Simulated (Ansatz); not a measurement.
Level of theory: Ansatz 0.2.0, DFT PBE, scalar-relativistic, plane waves, PAW. All cells share a 420 eV cutoff and Γ-centred k meshes spaced at most about 0.3 Å⁻¹ (about 0.25 or finer for metals, 2π included). Collinear spin in cells that started with moments and kept them past the coarse steps, no spin elsewhere.

Temperature and zero-point effects are left out. All come from trial cells, and lower structures may exist.

Question: These unrelaxed guesses for GdAl2N3 are each relaxed within their symmetry. Order them by the energy at which they end, lowest first.
A.

```xyz
6
Lattice="5.1953 0.0000 0.0000 -2.5977 4.4993 0.0000 0.0000 0.0000 3.9491" Properties=species:S:1:pos:R:3 pbc="T T T"
Gd    0.0000    0.0000    0.0000
Al    2.5977    1.4998    0.0000
Al    0.0000    2.9995    0.0000
N     1.2988    2.2497    1.9745
N     2.5977    0.0000    1.9745
N    -1.2988    2.2497    1.9745
```

B.

```xyz
6
Lattice="4.1904 0.0000 0.0000 0.0000 4.1904 0.0000 0.0000 0.0000 5.9319" Properties=species:S:1:pos:R:3 pbc="T T T"
Gd    2.0952    2.0952    3.9933
Al    2.0952    0.0000    2.4297
Al    0.0000    2.0952    2.4297
N     2.0952    2.0952    1.9587
N     2.0952    0.0000    0.2410
N     0.0000    2.0952    0.2410
```

Answer: A (ends in P6/mmm, 0 meV/atom), B (ends in P4mm, 84 meV/atom).

The 4f shell of Gd is treated without a Hubbard U, which places its levels poorly. Another magnetic order may lie lower. Cells relaxed within their symmetry can be saddle points. Some candidate types were left out of the draw beforehand, so a known form may be missing.
